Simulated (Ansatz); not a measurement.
SrNbNO$_{2}$:
```
SrNbNO2
1.0
    4.00982     0.00000     0.00000
    0.00000     4.00982     0.00000
    0.00000     0.00000     4.06041
Sr Nb N O
1 1 1 2
Cartesian
  0.00000   0.00000   0.00000
  2.00491   2.00491   2.03020
  2.00491   2.00491   0.00000
  2.00491   0.00000   2.03020
  0.00000   2.00491   2.03020
```

Relaxed with PBEsol. Special points in fractions of this cell's reciprocal vectors: Γ (0.000, 0.000, 0.000); X (0.000, 0.500, 0.000); M (0.500, 0.500, 0.000); Z (0.000, 0.000, 0.500); R (0.000, 0.500, 0.500); A (0.500, 0.500, 0.500).

List the band energies nearest the Fermi level at these points for DFT-PBEsol with spin–orbit coupling in the program Ansatz with PAW potentials.

In eV from the Fermi level; about four levels below and three above (degenerate sets whole), none deeper than 8.9 eV; points with the same levels are listed once.

```json
[
 {"k": "Γ", "below": "-0.56 -0.56 -0.03 -0.03", "above": "0.10 0.10 0.12 0.12"},
 {"k": "X", "below": "-1.16 -1.16 -0.08 -0.08", "above": "0.39 0.39 2.68 2.68"},
 {"k": "M", "below": "-1.15 -1.15 -0.37 -0.37", "above": "2.88 2.88 2.94 2.94"},
 {"k": "Z", "below": "-2.74 -2.74 -2.71 -2.71", "above": "0.20 0.20 4.01 4.01"},
 {"k": "R", "below": "-3.27 -3.27 -0.55 -0.55", "above": "2.72 2.72 3.93 3.93"},
 {"k": "A", "below": "-0.36 -0.36 -0.35 -0.35", "above": "3.93 3.93 4.59 4.59"}
]
```

Space group P4/mmm. The workflow started from a Materials Project entry (that database holds measured and hypothetical structures alike); the Crystallography Open Database copy checked does not list it. With N and O taken as one species the cell has the higher symmetry Pm-3m, so it may be an ordered model of a mixed-site phase. Whether it is the stable phase at ambient conditions was not checked. The PBEsol relaxation kept the symmetry of its start. At this level the phase is dynamically unstable (imaginary phonons). No spin polarisation was allowed. The Fermi level of a semimetal is unsure by some 0.05 eV on such meshes.

Potentials: the later of the program's two PAW sets.
